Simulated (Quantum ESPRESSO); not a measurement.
# GaSi3PGe3: input and log of a self-consistent run

A calculation, not a measurement. The program is pw.x of Quantum ESPRESSO 7.5 (plane-wave density functional theory). The cell is made up: 8 atoms on a zincblende/diamond lattice, with randomly drawn elements, strain and displacements, not relaxed. PseudoDojo standard norm-conserving files (v0.5 for PBE, v0.4.1 for LDA and PBEsol) set the functional; there is no spin polarisation, spin-orbit coupling or dispersion term, and the masses in the input are unused placeholders.

Input:

```
&control calculation='scf', pseudo_dir='./dojo.nc.sr.pbe.v0_5.standard.upf', outdir='./o', disk_io='medium', tprnfor=.true., tstress=.true. /
&system ibrav=0, nat=8, ntyp=4, nbnd=46, ecutwfc=79.96652505, nosym=.true., tot_charge=0,
 occupations='smearing', smearing='fd', degauss=0.0073498644
/
&electrons conv_thr=7.350e-09, electron_maxstep=60, /
ATOMIC_SPECIES
Ga 1.0 Ga.upf
Ge 1.0 Ge.upf
P 1.0 P.upf
Si 1.0 Si.upf
CELL_PARAMETERS angstrom
5.6392 0.0129 -0.0079
0.0129 5.6526 0.1084
-0.0079 0.1084 5.8281
ATOMIC_POSITIONS angstrom
Ga 0.0135 0.0607 -0.0107
Si 0.0743 2.95 3.0473
Si 2.8185 0.14 2.8254
P 2.8749 2.7226 0.0834
Ge 1.3708 1.4865 1.4587
Ge 1.4522 4.3266 4.4218
Si 4.2166 1.5615 4.3925
Ge 4.375 4.2653 1.4945
K_POINTS automatic
6 6 6 1 1 1
```

The log is shortened where brackets say so; the opening notice, blank lines, dates and the lines on written files are dropped, and the path of the files is cut. It prints rydbergs, bohrs and kilobars, and counts compression as positive stress.

```
     Program PWSCF v.7.5
     Parallel version (MPI & OpenMP), running on       1 processor cores
     Number of MPI processes:                 1
     Threads/MPI process:                     1
     [start-up lines left out]
     bravais-lattice index     =            0
     lattice parameter (alat)  =      10.6566  a.u.
     unit-cell volume          =    1253.2314 (a.u.)^3
     number of atoms/cell      =            8
     number of atomic types    =            4
     number of electrons       =        72.00
     number of Kohn-Sham states=           46
     kinetic-energy cutoff     =      79.9665  Ry
     charge density cutoff     =     319.8661  Ry
     scf convergence threshold =      7.3E-09
     mixing beta               =       0.7000
     number of iterations used =            8  plain     mixing
     Exchange-correlation= PBE
                           (   1   4   3   4   0   0   0)
     [axes and pseudopotential details left out]
   Cartesian axes
     site n.     atom                  positions (alat units)
         1        Ga     tau(   1) = (   0.0023939   0.0107639  -0.0018974  )
         2        Si     tau(   2) = (   0.0131756   0.5231220   0.5403761  )
         3        Si     tau(   3) = (   0.4998031   0.0248261   0.5010267  )
         4        P      tau(   4) = (   0.5098045   0.4827972   0.0147893  )
         5        Ge     tau(   5) = (   0.2430833   0.2636003   0.2586705  )
         6        Ge     tau(   6) = (   0.2575179   0.7672337   0.7841155  )
         7        Si     tau(   7) = (   0.7477275   0.2769000   0.7789197  )
         8        Ge     tau(   8) = (   0.7758165   0.7563634   0.2650189  )
     number of k points=   108  Fermi-Dirac smearing, width (Ry)=  0.0073
     Number of k-points >= 100: set verbosity='high' to print them.
     Dense  grid:   121099 G-vectors     FFT dimensions: (  64,  64,  64)
     Estimated max dynamical RAM per process >     172.04 MB
     Initial potential from superposition of free atoms
     starting charge      71.9929, renormalised to      72.0000
     Starting wfcs are   52 randomized atomic wfcs
     total cpu time spent up to now is       62.1 secs
     per-process dynamical memory:   101.6 Mb
     Self-consistent Calculation
     iteration #  1     ecut=    79.97 Ry     beta= 0.70
     Davidson diagonalization with overlap
     ethr =  1.00E-02,  avg # of iterations =  3.3
     Threshold (ethr) on eigenvalues was too large:
     Diagonalizing with lowered threshold
     Davidson diagonalization with overlap
     ethr =  2.11E-04,  avg # of iterations =  6.7
     total cpu time spent up to now is      342.3 secs
     total energy              =    -728.04624927 Ry
     estimated scf accuracy    <       0.16604734 Ry
     iteration #  2     ecut=    79.97 Ry     beta= 0.70
     Davidson diagonalization with overlap
     ethr =  2.31E-04,  avg # of iterations =  2.0
     total cpu time spent up to now is      465.4 secs
     total energy              =    -728.04825237 Ry
     estimated scf accuracy    <       0.03742703 Ry
     iteration #  3     ecut=    79.97 Ry     beta= 0.70
     Davidson diagonalization with overlap
     ethr =  5.20E-05,  avg # of iterations =  2.8
     total cpu time spent up to now is      600.3 secs
     total energy              =    -728.05681783 Ry
     estimated scf accuracy    <       0.03246790 Ry
     iteration #  4     ecut=    79.97 Ry     beta= 0.70
     Davidson diagonalization with overlap
     ethr =  4.51E-05,  avg # of iterations =  2.0
     total cpu time spent up to now is      734.0 secs
     total energy              =    -728.06277385 Ry
     estimated scf accuracy    <       0.00093040 Ry
     iteration #  5     ecut=    79.97 Ry     beta= 0.70
     Davidson diagonalization with overlap
     c_bands:  1 eigenvalues not converged
     c_bands:  1 eigenvalues not converged
     ethr =  1.29E-06,  avg # of iterations =  8.1
     total cpu time spent up to now is      921.2 secs
     total energy              =    -728.06304353 Ry
     estimated scf accuracy    <       0.00012560 Ry
     iteration #  6     ecut=    79.97 Ry     beta= 0.70
     Davidson diagonalization with overlap
     ethr =  1.74E-07,  avg # of iterations =  2.2
     total cpu time spent up to now is     1050.2 secs
     total energy              =    -728.06307514 Ry
     estimated scf accuracy    <       0.00002159 Ry
     iteration #  7     ecut=    79.97 Ry     beta= 0.70
     Davidson diagonalization with overlap
     ethr =  3.00E-08,  avg # of iterations =  2.0
     total cpu time spent up to now is     1171.5 secs
     total energy              =    -728.06307965 Ry
     estimated scf accuracy    <       0.00000063 Ry
     iteration #  8     ecut=    79.97 Ry     beta= 0.70
     Davidson diagonalization with overlap
     ethr =  8.81E-10,  avg # of iterations =  4.0
     total cpu time spent up to now is     1350.7 secs
     total energy              =    -728.06307992 Ry
     estimated scf accuracy    <       0.00000017 Ry
     iteration #  9     ecut=    79.97 Ry     beta= 0.70
     Davidson diagonalization with overlap
     ethr =  2.42E-10,  avg # of iterations =  2.0
     total cpu time spent up to now is     1476.7 secs
     total energy              =    -728.06307997 Ry
     estimated scf accuracy    <       0.00000002 Ry
     iteration # 10     ecut=    79.97 Ry     beta= 0.70
     Davidson diagonalization with overlap
     ethr =  3.26E-11,  avg # of iterations =  2.0
     total cpu time spent up to now is     1643.9 secs
     End of self-consistent calculation
     Number of k-points >= 100: set verbosity='high' to print the bands.
     the Fermi energy is     6.8756 ev
!    total energy              =    -728.06307998 Ry
     estimated scf accuracy    <          2.4E-09 Ry
     smearing contrib. (-TS)   =      -0.00197295 Ry
     internal energy E=F+TS    =    -728.06110703 Ry
     The total energy is F=E-TS. E is the sum of the following terms:
     one-electron contribution =    -434.87145704 Ry
     hartree contribution      =     261.27870385 Ry
     xc contribution           =    -185.82811346 Ry
     ewald contribution        =    -368.64024037 Ry
     convergence has been achieved in  10 iterations
     Forces acting on atoms (cartesian axes, Ry/au):
     atom    1 type  1   force =     0.00563494   -0.00227622   -0.03097436
     atom    2 type  4   force =    -0.01891847   -0.02809745   -0.00936175
     atom    3 type  4   force =     0.03360500   -0.01937463    0.02361532
     atom    4 type  3   force =     0.01534496    0.03691627   -0.02242951
     atom    5 type  2   force =    -0.01279201   -0.00675752    0.01684957
     atom    6 type  2   force =     0.01202783    0.02888865    0.02057935
     atom    7 type  4   force =    -0.00049729   -0.01942245   -0.01617800
     atom    8 type  2   force =    -0.03440496    0.01012334    0.01789939
     Total force =     0.102649     Total SCF correction =     0.000205
     Computing stress (Cartesian axis) and pressure
          total   stress  (Ry/bohr**3)                   (kbar)     P=      -31.98
  -0.00017917   0.00002998   0.00004353          -26.36        4.41        6.40
   0.00002998  -0.00016367  -0.00017003            4.41      -24.08      -25.01
   0.00004353  -0.00017003  -0.00030934            6.40      -25.01      -45.51
     init_run     :     56.12s CPU     61.98s WALL (       1 calls)
     electrons    :   1533.21s CPU   1581.79s WALL (       1 calls)
     forces       :     20.60s CPU     20.89s WALL (       1 calls)
     stress       :    108.93s CPU    109.78s WALL (       1 calls)
     [timing details left out]
     PWSCF        :  28m39.54s CPU  29m37.39s WALL
     JOB DONE.
```

In other units: free energy -9905.803 eV for the cell, pressure -3.20 GPa, largest force component 0.949 eV/Å. A rerun of a related cell, with the same atoms placed differently, at 1377 eV and a 8 x 8 x 8 mesh moved values by no more than 0.002 eV in energy, 0.03 GPa in stress and 0.008 eV/Å in force.